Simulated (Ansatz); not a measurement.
GePd:
```yaml
crystal:
  lattice:
    - [5.72792, 0.00000, 0.00000]
    - [0.00000, 3.59242, 0.00000]
    - [0.00000, 0.00000, 6.27416]
  atoms:
    - { symbol: Ge, position: [0.81520, 0.75000, 0.57920] }
    - { symbol: Ge, position: [0.18480, 0.25000, 0.42080] }
    - { symbol: Ge, position: [0.68480, 0.25000, 0.07920] }
    - { symbol: Ge, position: [0.31520, 0.75000, 0.92080] }
    - { symbol: Pd, position: [0.99664, 0.75000, 0.19095] }
    - { symbol: Pd, position: [0.00336, 0.25000, 0.80905] }
    - { symbol: Pd, position: [0.50336, 0.25000, 0.69095] }
    - { symbol: Pd, position: [0.49664, 0.75000, 0.30905] }
```

Relaxed with r²SCAN. Special points in fractions of this cell's reciprocal vectors: Γ (0.000, 0.000, 0.000); X (0.500, 0.000, 0.000); S (0.500, 0.500, 0.000); Y (0.000, 0.500, 0.000); Z (0.000, 0.000, 0.500); U (0.500, 0.000, 0.500); R (0.500, 0.500, 0.500); T (0.000, 0.500, 0.500).

Q: List the band energies nearest the Fermi level at these points for DFT-r²SCAN in the program Ansatz with PAW potentials.

A: In eV from the Fermi level; about four levels below and three above (degenerate sets whole), none deeper than 8.9 eV; points with the same levels are listed once.

| k | below | above |
|---|---|---|
| Γ | -2.26 -1.52 -1.26 -0.56 | 0.51 1.05 3.81 |
| X | -2.84 -2.84 -2.71 -2.71 | 0.59 0.59 1.83 1.83 |
| S | -1.91 -1.91 -1.91 -1.91 | 0.45 0.45 0.45 0.45 |
| Y | -1.22 -1.22 -0.75 -0.75 | 2.07 2.07 2.64 2.64 |
| Z | -1.84 -1.84 -0.37 -0.37 | 1.44 1.44 2.39 2.39 |
| U | -2.96 -2.96 -1.43 -1.43 | 0.59 0.59 2.44 2.44 |
| R | -2.45 -2.45 -2.45 -2.45 | 2.48 2.48 2.48 2.48 |
| T | -2.21 -2.21 -2.09 -2.09 | 0.42 0.42 0.77 0.77 |

Space group Pnma. The workflow started from a Materials Project entry (that database holds measured and hypothetical structures alike); the Crystallography Open Database files this formula in space group No. 62, but the cells were not matched. Whether it is the stable phase at ambient conditions was not checked. The cell was relaxed with r²SCAN under the symmetry of its start; whether a distortion lowers the energy is not shown. No spin polarisation was allowed. Scalar-relativistic: spin–orbit coupling is off unless named, which matters more the heavier the elements.

Potentials: the later of the program's two PAW sets.
